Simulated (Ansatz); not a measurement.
Theory: DFT r2SCAN, scalar-relativistic, plane waves, PAW in Ansatz 0.2.0.

Structure of SrCu₂Sb₂:

```
Sr Cu Sb
1.0
     4.56359    0.00000    0.00000
     0.00000    4.56359    0.00000
     0.00000    0.00000   10.76706
Sr Cu Sb
2 4 4
Direct
  0.50000 0.00000 0.23718
  0.00000 0.50000 0.76282
  0.50000 0.00000 0.63235
  0.00000 0.00000 0.00000
  0.00000 0.50000 0.36765
  0.50000 0.50000 0.00000
  0.00000 0.50000 0.12921
  0.50000 0.50000 0.50000
  0.00000 0.00000 0.50000
  0.50000 0.00000 0.87079
```

Cutoff 500 eV; k points 8×8×4 on the computed 10-atom cell (Γ-centred); Gaussian smearing, width 0.10 eV; no spin polarisation.

Levels along Γ–X–M–Γ–Z–R–A–Z | X–R | M–A, in eV from the Fermi level, sorted by energy at each point. Points in fractions of the primitive reciprocal vectors: Γ (0.000 0.000 0.000), X (0.000 0.500 0.000), M (0.500 0.500 0.000), Z (0.000 0.000 0.500), R (0.000 0.500 0.500), A (0.500 0.500 0.500).
```csv
point,"k (1/Å, with 2π)",band 74,band 75,band 76,band 77,band 78,band 79,band 80
Γ,0.000,-1.91,0.25,0.28,0.30,0.37,0.37,0.82
-,0.098,-1.83,-0.20,0.27,0.30,0.49,0.56,0.97
-,0.197,-1.66,-0.76,0.12,0.22,0.32,0.89,1.40
-,0.295,-1.45,-1.24,-0.21,-0.14,0.09,1.22,1.28
-,0.393,-1.56,-1.20,-0.76,-0.45,-0.18,0.69,0.85
-,0.492,-1.33,-1.19,-0.94,-0.80,-0.54,0.18,0.37
-,0.590,-1.36,-1.15,-1.08,-0.86,-0.67,-0.28,-0.03
X,0.688,-1.49,-1.23,-1.23,-0.68,-0.68,-0.37,-0.37
-,0.787,-1.72,-1.26,-1.26,-0.67,-0.67,-0.03,-0.03
-,0.885,-1.94,-1.36,-1.36,-0.94,-0.94,0.80,0.80
-,0.983,-2.09,-1.50,-1.50,-1.26,-1.26,1.68,1.68
-,1.082,-2.22,-1.65,-1.65,-1.58,-1.58,2.18,2.18
-,1.180,-2.35,-1.92,-1.92,-1.73,-1.73,2.35,2.35
-,1.278,-2.53,-2.10,-2.10,-1.81,-1.81,2.27,2.27
M,1.377,-2.72,-2.15,-2.15,-1.84,-1.84,2.23,2.23
-,1.516,-2.29,-2.15,-2.00,-1.83,-1.72,2.18,2.39
-,1.655,-2.14,-2.01,-1.62,-1.59,-1.42,1.94,2.19
-,1.794,-2.01,-1.96,-1.19,-1.00,-0.98,0.95,1.95
-,1.933,-1.53,-1.48,-0.68,-0.43,-0.40,-0.39,2.07
-,2.072,-1.43,-0.94,-0.68,0.09,0.21,0.31,1.56
-,2.211,-1.91,-0.34,0.00,0.27,0.68,0.68,1.09
Γ,2.350,-1.91,0.25,0.28,0.30,0.37,0.37,0.82
-,2.392,-1.91,0.19,0.20,0.37,0.38,0.38,0.82
-,2.434,-1.93,0.02,0.13,0.41,0.41,0.47,0.83
-,2.475,-1.95,-0.22,0.08,0.46,0.46,0.59,0.85
-,2.517,-1.98,-0.49,0.04,0.52,0.52,0.73,0.87
-,2.559,-1.91,-0.76,0.01,0.58,0.58,0.88,0.89
-,2.600,-1.73,-0.99,-0.01,0.62,0.62,0.91,1.05
Z,2.642,-1.63,-1.11,-0.01,0.64,0.64,0.92,1.20
-,2.740,-1.64,-1.10,0.04,0.32,0.60,0.95,1.07
-,2.839,-1.67,-1.14,-0.12,-0.11,0.48,0.89,1.43
-,2.937,-1.58,-1.41,-0.43,-0.33,0.32,0.95,1.08
-,3.035,-1.68,-1.41,-0.54,-0.35,0.14,0.45,0.67
-,3.134,-1.46,-1.30,-0.50,-0.31,-0.03,0.01,0.16
-,3.232,-1.33,-1.17,-0.44,-0.40,-0.24,-0.18,-0.16
R,3.330,-1.52,-0.82,-0.82,-0.28,-0.28,-0.27,-0.27
-,3.429,-1.79,-0.84,-0.84,-0.40,-0.40,0.07,0.07
-,3.527,-2.11,-1.13,-1.13,-0.66,-0.66,0.88,0.88
-,3.626,-2.28,-1.47,-1.47,-1.01,-1.01,1.78,1.78
-,3.724,-2.38,-1.74,-1.74,-1.38,-1.38,1.90,1.90
-,3.822,-2.47,-1.93,-1.93,-1.70,-1.70,1.70,1.70
-,3.921,-2.59,-2.08,-2.08,-1.88,-1.88,1.48,1.48
A,4.019,-2.70,-2.14,-2.14,-1.93,-1.93,1.40,1.40
-,4.158,-2.48,-2.13,-1.90,-1.86,-1.82,1.54,1.58
-,4.297,-2.31,-2.08,-1.67,-1.57,-1.36,1.85,1.95
-,4.436,-2.14,-1.74,-1.34,-1.24,-0.80,0.97,2.09
-,4.575,-1.69,-1.17,-0.88,-0.85,-0.40,-0.34,2.28
-,4.714,-1.49,-1.18,-0.52,-0.31,-0.04,0.13,1.66
-,4.853,-1.65,-1.08,0.01,0.22,0.39,1.00,1.22
Z,4.992,-1.63,-1.11,-0.01,0.64,0.64,0.92,1.20
X,4.992,-1.49,-1.23,-1.23,-0.68,-0.68,-0.37,-0.37
-,5.034,-1.49,-1.19,-1.19,-0.67,-0.67,-0.36,-0.36
-,5.076,-1.49,-1.09,-1.09,-0.65,-0.65,-0.35,-0.35
-,5.117,-1.50,-0.97,-0.97,-0.61,-0.61,-0.33,-0.33
-,5.159,-1.51,-0.89,-0.89,-0.52,-0.52,-0.31,-0.31
-,5.201,-1.51,-0.84,-0.84,-0.41,-0.41,-0.29,-0.29
-,5.243,-1.52,-0.82,-0.82,-0.31,-0.31,-0.28,-0.28
R,5.284,-1.52,-0.82,-0.82,-0.28,-0.28,-0.27,-0.27
M,5.284,-2.72,-2.15,-2.15,-1.84,-1.84,2.23,2.23
-,5.326,-2.72,-2.15,-2.15,-1.84,-1.84,2.15,2.15
-,5.368,-2.72,-2.15,-2.15,-1.85,-1.85,1.98,1.98
-,5.409,-2.72,-2.15,-2.15,-1.87,-1.87,1.80,1.80
-,5.451,-2.72,-2.14,-2.14,-1.89,-1.89,1.63,1.63
-,5.493,-2.71,-2.14,-2.14,-1.91,-1.91,1.51,1.51
-,5.534,-2.70,-2.14,-2.14,-1.92,-1.92,1.43,1.43
A,5.576,-2.70,-2.14,-2.14,-1.93,-1.93,1.40,1.40
```

Spin-orbit coupling is left out, which matters for the bands of heavy elements.

Cost: 1 run of about 20 core-minutes, on AMD EPYC (Zen 3) (shared hosts).